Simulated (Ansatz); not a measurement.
# MoIr3: computed property card

MoIr$_{3}$:
```
CELL_PARAMETERS angstrom
      3.86392     0.00000     0.00000
      0.00000     3.86392     0.00000
      0.00000     0.00000     3.86392
ATOMIC_POSITIONS crystal
  Ir 0.00000 0.50000 0.50000
  Ir 0.50000 0.50000 0.00000
  Ir 0.50000 0.00000 0.50000
  Mo 0.00000 0.00000 0.00000
```

Space group Pm-3m (No. 221), Cu3Au type; conventional cell a = 3.8639 Å, b = 3.8639 Å, c = 3.8639 Å, α = 90.00°, β = 90.00°, γ = 90.00°.

Method: plane-wave PAW r²SCAN (Ansatz code). The cell and atoms are relaxed at this level. Other levels are named where they apply.

Cell and energy:

| Property | Result |
|---|---|
| Volume per atom | 14.42 Å³ |
| Density | 19.36 g/cm³ |
| Formation energy from the elements (no fitted shifts) | -0.29 eV/atom |

Electronic structure:

| Quantity | Result |
|---|---|
| Electronic character | metallic (no gap) |
| Density of states at the Fermi level | 0.76 states/eV per atom (mean over ±0.08 eV) |
| Gap with spin–orbit coupling | none (metallic) |

Mechanics:

| Item | Value |
|---|---|
| Bulk modulus (Birch–Murnaghan fit) | 360 GPa |
| Pressure derivative B′ | 4.8 |
| Elastic constants (relaxed ions, GPa) | C11 = 598, C12 = 242, C44 = 265 |
| Mechanical stability | stable (all eigenvalues of C positive) |
| Hill bulk and shear moduli | 361 and 226 GPa |
| Young's modulus | 561 GPa |
| Poisson's ratio | 0.24 |
| Debye temperature from the elastic constants | 464 K |

Charges:

| Quantity | Result |
|---|---|
| Bader charges | Ir -0.40, Mo +1.20 e |

A made-up cell: these elements were put on the sites of a structure type; neither database checked (COD, Materials Project) lists it. COD files the formula under space group No. 194. Whether it is the stable phase at ambient conditions was not checked. Symmetry was held in the r²SCAN relaxation; whether a distortion lowers the energy is not shown. No spin polarisation was allowed. As this level gives no gap, shear constants depend on the k-mesh and smearing (Fermi–Dirac, 0.1 eV here). The references are the lowest solids computed at this level, not always the standard phases. Spin–orbit coupling is left out wherever it is not named.

Potentials: the earlier of the program's two PAW sets.
